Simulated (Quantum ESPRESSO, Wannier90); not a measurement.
## HgSe (zinc blende), plane waves to Wannier functions

```xyz
2
Lattice="0.0000 3.0963 3.0963 3.0963 0.0000 3.0963 3.0963 3.0963 0.0000" Properties=species:S:1:pos:R:3 pbc="T T T"
Hg     0.0000     0.0000     0.0000
Se     1.5482     1.5482     1.5482
```

Cell from Materials Project (mp-820), symmetrised, no further relaxation. COD (Crystallography Open Database) has an entry of this formula and space group (matched by these alone). Level: PBE, no spin polarisation, no spin-orbit coupling; pw.x of Quantum ESPRESSO at 69 Ry with PseudoDojo potentials, 8×8×8 k-points, Wannier90. Density: 8×8×8 mesh, Gaussian smearing 0.01 Ry. Spin-orbit coupling is left out although heavy elements are present.

Bands 11-15 form an isolated set from -6.91 to -5.73 eV relative to the Fermi level (on the path) and are turned into 5 Wannier functions by minimising the spread from the start: atomic waves Hg 5d.

Task: Where do the functions sit, how wide are they and what are they made of?

Result: 
```tsv
functions	spread (Å²)	nearest atom, distance (Å)	second atom, distance (Å)	weight on atomic waves
2	1.12	Hg 0.00	Se 2.68	Hg 5d 96 %
3	2.30	Hg 0.00	Se 2.68	Hg 5d 88 %, Se 4p 8 %
```

Ω_I = 8.69 Å², Ω_total = 9.16 Å²; the interpolated bands follow pw.x to 2.2 meV rms on the path. Only this start was tried; a symmetric start can stop on a saddle, and mixtures of these functions could lower the total by at most Ω_total − Ω_I.
